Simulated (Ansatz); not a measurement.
ZrAg:
```xyz
2
Lattice="0.0000 2.8179 2.8179 2.8179 0.0000 2.8179 2.8179 2.8179 0.0000" Properties=species:S:1:pos:R:3 pbc="T T T"
Ag     0.0000     0.0000     0.0000
Zr     2.8179     2.8179     2.8179
```

Relaxed with r²SCAN. Special points in fractions of this cell's reciprocal vectors: Γ (0.000, 0.000, 0.000); X (0.500, 0.000, 0.500); U (0.625, 0.250, 0.625); K (0.375, 0.375, 0.750); L (0.500, 0.500, 0.500); W (0.500, 0.250, 0.750).

### Question
List the band energies nearest the Fermi level at these points for r²SCAN with spin–orbit coupling (plane waves, PAW; program Ansatz).

### Answer
In eV from the Fermi level; about four levels below and three above (degenerate sets whole), none deeper than 8.9 eV; points with the same levels are listed once.

```
k                                below                above
-  -----------------------------------  -------------------
Γ  -5.88 -5.88 -5.88 -5.88 -5.72 -5.72  1.50 1.50 1.50 1.50
X              -3.68 -3.68 -0.80 -0.80  0.60 0.60 2.69 2.69
U              -0.71 -0.71 -0.52 -0.52  0.97 0.97 2.41 2.41
L              -0.43 -0.43 -0.40 -0.40  2.15 2.15 2.19 2.19
W  -0.41 -0.41 -0.40 -0.40 -0.11 -0.11  2.72 2.72 3.57 3.57
```

Space group Fm-3m (rock salt). The start of the workflow was typed in or built on a structure type; neither database checked (COD, Materials Project) lists it. COD files the formula under space group No. 129. Its standing as an ambient phase is unchecked. Symmetry was held in the r²SCAN relaxation. At this level the phase is mechanically unstable. The run is not spin-polarised. Its formation energy is positive at this level, so the cell may be metastable or incomplete.

Potentials: the later of the program's two PAW sets.
